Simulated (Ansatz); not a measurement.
AgCl (rock salt)

```xyz
2
Lattice="0.0000 2.7725 2.7725 2.7725 0.0000 2.7725 2.7725 2.7725 0.0000" Properties=species:S:1:pos:R:3 pbc="T T T"
Cl     0.0000     0.0000     0.0000
Ag     2.7725     2.7725     2.7725
```

Computed with r2SCAN (plane waves to 500 eV, PAW, scalar-relativistic; Ansatz, a quantum-chemistry and plane-wave program). DFPT wavenumbers on a 10×10×10 k mesh, in cm⁻¹; i marks imaginary ones, q is in fractions of the reciprocal vectors of the cell shown, and the three acoustic modes at Γ are left out. The non-analytic (LO-TO) term is not included, so polar modes at Γ have their transverse values. AgCl was relaxed with its symmetry unable to fall.

Q: Does any mode at Γ, L = (0.5, 0.0, 0.0), X = (0.5, 0.5, 0.0) come out imaginary?

A: No imaginary mode at these points (lowest 32 cm⁻¹ at X = (0.5, 0.5, 0.0)); other wave vectors were not tested.

Q: Predict the phonon wavenumbers at Γ, L = (0.5, 0.0, 0.0), X = (0.5, 0.5, 0.0).

A: 
```tsv
q	wavenumbers (cm⁻¹)
Γ	115 (×3)
L = (0.5, 0.0, 0.0)	63 (×2), 66 (×2), 99, 196
X = (0.5, 0.5, 0.0)	32 (×2), 51, 151 (×2), 187
```
